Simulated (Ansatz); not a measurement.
**Kick test of a cell of Ge₄MoW**

It was reached by relaxing an invented guess, and it needn't be the stable form of this composition.

Theory: DFT PBE, scalar-relativistic, plane waves, PAW (Ansatz). Cutoff 420 eV; k points 12×12×6 on the computed 6-atom cell (Γ-centred); Gaussian smearing, width 0.10 eV; no spin polarisation.

The cell below (6 atoms, space group P4/mmm (No. 123)) is relaxed within its symmetry.

```
CELL_PARAMETERS angstrom
3.33976 0.00000 0.00000
0.00000 3.33976 0.00000
0.00000 0.00000 8.28816
ATOMIC_POSITIONS crystal
Ge 0.00000 0.00000 0.66274
Ge 0.50000 0.50000 0.16145
Ge 0.00000 0.00000 0.33726
Ge 0.50000 0.50000 0.83855
Mo 0.00000 0.00000 0.00000
W 0.50000 0.50000 0.50000
```

For the test a repeat of it with 12 atoms (edges 3.34, 6.68, 8.29 Å) was strained at random (σ = 1.5 % a component), the atoms were moved at random (σ = 0.05 Å), and all was relaxed again on a coarse 6×4×4 mesh (in the run’s order of axes) with 0.20 eV smearing, with no symmetry imposed.

These runs have no spin–orbit coupling, which can matter for W.

Task: What happens?

Result: It returns, within 1 meV/atom of the unmoved cell on that mesh and with the same symmetry when read at 0.1 Å. So it is stable against the distortions that fit this cell and that this random move excites. Modes that don't fit the cell aren't tested.
